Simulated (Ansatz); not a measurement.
Perovskite alloy of SrZrO3 and SrHfO3 (5 of 8 Zr sites exchanged), 40 atoms

Level of theory: Ansatz 0.2.0, DFT, PBEsol, PAW, plane waves.

Command:

```sh
ansatz run in.yaml --threads 7 --pin off --max-ram 13300MiB --runs-dir r --events-out ev --progress --plain
```

The input less its lattice and atoms:

```yaml
crystal:
  symmetry: { detect: false }
kpoints:
  mp_grid: { grid: [1, 1, 1], shift: [0.25, 0.25, 0.25] }
hamiltonian:
  xc: pbesol
scf:
  occupations: { method: fermi_dirac, width: 0.01 }
relax:
  f_tol: 0.03
  max_steps: 80
  escape_saddle: false
  adjacent_minimum: "off"
  cell: { fix: [shape] }
output:
  forces: true
  eigenvalues: true
  populations: true
```

Start:

```
Sr Zr Hf O
1.0
     8.22970    0.00000    0.00000
     0.00000    8.22970    0.00000
     0.00000    0.00000    8.22970
Sr Zr Hf O
8 3 5 24
Cartesian
  8.2215 8.1884 8.2290
  8.2221 0.0093 4.1260
  0.0242 4.0900 8.2243
  0.0266 4.1190 4.1415
  4.1241 8.2134 0.0224
  4.1081 8.2006 4.1219
  4.1427 4.1180 0.0188
  4.1202 4.1243 4.0839
  2.0428 2.0753 2.0788
  2.0424 6.1341 2.0627
  2.0322 6.1425 6.1926
  2.0839 2.0748 6.1820
  6.1225 2.0693 2.0868
  6.1619 2.0125 6.1705
  6.1648 6.1108 2.0485
  6.1816 6.1522 6.1939
  2.0732 2.0675 0.0187
  2.0653 2.0468 4.1076
  2.0866 6.1417 8.2143
  2.1043 6.1504 4.1139
  6.1660 2.0851 8.2146
  6.1757 2.0592 4.1344
  6.1842 6.1679 8.2240
  6.1710 6.1931 4.1136
  8.2207 2.0174 2.0778
  8.1929 2.0538 6.1581
  8.2079 6.2002 2.0361
  8.2125 6.1297 6.1880
  4.1224 2.0670 2.0638
  4.1550 2.0383 6.1690
  4.0743 6.1580 2.0571
  4.1218 6.1674 6.1711
  2.0191 0.0209 2.0440
  2.0651 0.0013 6.1769
  2.0463 4.1193 2.0842
  2.0507 4.1228 6.1614
  6.1481 8.2212 2.0375
  6.1635 0.0085 6.1523
  6.1774 4.1116 2.0648
  6.1462 4.0344 6.1665
```

Steps:

```
 step  energy less the first (eV)  largest force component (eV/Å)  pressure (GPa)
start                       0.000                           1.927            0.23
    1                      -0.036                           1.123            0.43
    2                      -0.531                           0.435            0.08
    3                      -1.190                           0.674           -0.78
    4                      -1.837                           0.797           -1.34
    5                      -2.264                           0.140            0.19
    6                      -2.465                           0.240            0.07
    7                      -2.504                           0.030           -0.04
    8                      -2.466                           0.030           -0.19
    9                      -2.469                           0.003            0.01
   10                      -2.463                           0.003            0.00
```

A structure on the way, about -0.53 eV from the start:

```xyz
40
Lattice="8.2244 0.0000 0.0000 0.0000 8.2244 0.0000 0.0000 0.0000 8.2244" Properties=species:S:1:pos:R:3 pbc="T T T"
Sr    8.2211    8.1548    0.0255
Sr    0.0075    8.1683    4.1375
Sr    0.0093    4.1030    0.0172
Sr    0.0113    4.0945    4.1352
Sr    4.0978    8.1456    0.0405
Sr    4.0865    8.1613    4.1233
Sr    4.0931    4.1128    0.0193
Sr    4.0844    4.1147    4.1181
Zr    2.0681    2.0521    2.0662
Zr    2.0456    6.1477    2.0599
Zr    2.0384    6.1601    6.1747
Hf    2.0541    2.0399    6.1766
Hf    6.1693    2.0487    2.0610
Hf    6.1676    2.0358    6.1722
Hf    6.1638    6.1561    2.0607
Hf    6.1691    6.1598    6.1756
O     2.0476    2.1198    0.0011
O     2.0681    1.9910    4.1237
O     2.0806    6.1115    0.0026
O     2.0652    6.2362    4.1157
O     6.2147    2.1136    8.2231
O     6.1962    2.0359    4.1178
O     6.1474    6.1506    0.0026
O     6.1619    6.2149    4.1142
O     8.2229    1.9193    2.0579
O     8.2174    2.1465    6.1523
O     8.2089    6.3160    2.0332
O     8.2103    6.0711    6.1668
O     4.1203    2.1624    2.0325
O     4.1126    1.9947    6.1824
O     4.1115    6.0802    2.0612
O     4.1092    6.2220    6.1431
O     2.1553    8.2197    1.9807
O     1.9642    8.2185    6.2163
O     1.9214    4.1035    2.1249
O     2.1171    4.0953    6.0975
O     6.0793    8.2187    2.0086
O     6.2334    8.2121    6.1891
O     6.2872    4.1044    2.0807
O     6.0920    4.0976    6.1340
```

End:

```
Sr Zr Hf O
1.0
     8.15221    0.00000    0.00000
     0.00000    8.15221    0.00000
     0.00000    0.00000    8.15221
Sr Zr Hf O
8 3 5 24
Direct
  0.99879 0.01669 0.01125
  0.99876 0.01080 0.51807
  0.99884 0.51009 0.01811
  0.99871 0.51650 0.51260
  0.50079 0.98130 0.98808
  0.50069 0.98762 0.48256
  0.50072 0.48689 0.98251
  0.50071 0.48093 0.48943
  0.24975 0.24887 0.25032
  0.24978 0.74885 0.25034
  0.24973 0.74887 0.75034
  0.24974 0.24887 0.75031
  0.74975 0.24886 0.25031
  0.74976 0.24884 0.75032
  0.74974 0.74884 0.25034
  0.74974 0.74886 0.75035
  0.21136 0.28679 0.99959
  0.28816 0.21095 0.50103
  0.29018 0.71085 0.00021
  0.20931 0.78692 0.50050
  0.78841 0.28040 0.00044
  0.71110 0.21730 0.50020
  0.70942 0.71740 0.00017
  0.79008 0.78030 0.50055
  0.99887 0.20170 0.27767
  0.99967 0.27667 0.70543
  0.99884 0.77772 0.20313
  0.99884 0.70315 0.77964
  0.50064 0.29600 0.22292
  0.49986 0.22106 0.79516
  0.50069 0.71994 0.29766
  0.50064 0.79463 0.72114
  0.29045 0.99880 0.21247
  0.21118 0.99981 0.78815
  0.20909 0.49892 0.28821
  0.28828 0.49794 0.71247
  0.70938 0.99870 0.21901
  0.78868 0.99906 0.78207
  0.79013 0.49900 0.28169
  0.71084 0.49865 0.71862
```

The calculation finished and met its thresholds.

Time: 77 s of wall time on 7 threads of a Neoverse-V2 processor, on a host shared with other runs; peak host memory 1.3 GiB.

(1) How much energy did the relaxation gain, and which atom moved most?

Answers

(1) 2.46 eV in 10 steps, from a start with small random displacements (the gain also holds any tilting of the ideal host); atom 20 (O) moved 0.50 Å, the median atom 0.40 Å (drift of the whole cell removed).
